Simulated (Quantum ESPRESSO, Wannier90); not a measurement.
# TePb2S (R-3m), plane waves to Wannier functions

```
begin unit_cell_cart
ang
   -2.2219750881    3.8485737457    0.0000000000
   -4.4439501762    0.0000000000    0.0000000000
   -2.2219750881    1.2828579152    7.2598900000
end unit_cell_cart
begin atoms_frac
Te   0.5000000000  0.5000000000  0.5000000000
Pb   0.2582840000  0.2582840000  0.2251480000
Pb  -0.2582840000 -0.2582840000 -0.2251480000
S    0.0000000000  0.0000000000  0.0000000000
end atoms_frac
```

Cell from Materials Project (mp-1217283), symmetrised, no further relaxation. Not found in the COD (Crystallography Open Database) copy used; not checked further. Computed values, not measurements, from PBEsol: Quantum ESPRESSO (norm-conserving PseudoDojo potentials, cutoff 64 Ry, spinors with spin-orbit coupling) on a Γ-centred 4×4×4 mesh, then Wannier90. Density: 8×8×8 mesh, cold smearing 0.01 Ry. With spin-orbit coupling a semilocal functional can close or falsely invert a small gap; the band order was not checked against a better method.

Bands 35-38 form an isolated set from -8.40 to -5.90 eV relative to the Fermi level (on the path) and are turned into 4 Wannier functions by minimising the spread from the start: atomic waves Pb 6s.

Problem. Where do the functions sit, how wide are they and what are they made of?

Solution. 
| functions | spread (Å²) | nearest atom, distance (Å) | second atom, distance (Å) | weight on atomic waves |
|---|---|---|---|---|
| 4 | 3.75 | Pb 0.07 | S 3.08 | Pb 6s 74 %, Te 5p 8 %, S 3p 8 % |

Ω_I = 14.90 Å², Ω_total = 14.99 Å²; the interpolated bands follow pw.x to 9.2 meV rms on the path. Only this start was tried; a symmetric start can stop on a saddle, and mixtures of these functions could lower the total by at most Ω_total − Ω_I.
